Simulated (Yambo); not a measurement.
A G0W0@PBEsol run in Yambo for Ba2MgWO6 (space group Fm-3m, No. 225) (2×2×2 Γ-centred k mesh, bands 3 to 214 and a 7 Ry block in the screening, 214 bands in G with the Bruneval-Gonze terminator, plasmon pole fitted at 27.2 eV) gives these matrix elements, in eV, at the band edges (Γ → X):

```json
[
 {"state": "valence edge", "E0": "0.000", "<Vxc>": "-19.586", "<Σx>": "-24.711", "<Σc(E0)>": "4.528", "Z": "0.774"},
 {"state": "conduction edge", "E0": "2.734", "<Vxc>": "-16.248", "<Σx>": "-10.778", "<Σc(E0)>": "-3.917", "Z": "0.814"}
]
```

Solve the linearised quasiparticle equation for both states, give the gap, and say how exchange and correlation each act on it.

E = E0 + Z(Σx + Σc − Vxc). Valence: 0.000 + 0.774 × (-24.711 + (4.528) − (-19.586)) = -0.46 eV. Conduction: 2.734 + 0.814 × (-10.778 + (-3.917) − (-16.248)) = 4.00 eV. The gap is 4.46 eV, against 2.73 eV in PBEsol. Replacing Vxc by bare exchange alone would open it by 10.60 eV; correlation takes back 8.45 eV of that, and Z scales what is left. Nearest settings tried, and what they do to the gap: 143 bands in G: +16 meV; 143 bands in W, 143 bands in G: +72 meV; 6 Ry block (283 vectors against 307): -1 meV. Not varied: mesh. So the settings aren't converged at that level. The k mesh is coarse. Spin-orbit coupling is left out, which matters for elements this heavy: edges can move by tenths of an eV.

Geometry of the Materials Project entry, not relaxed at this level; primitive cell a = 5.8240 Å, b = 5.8240 Å, c = 5.8240 Å, α = 60.00°, β = 60.00°, γ = 60.00°.
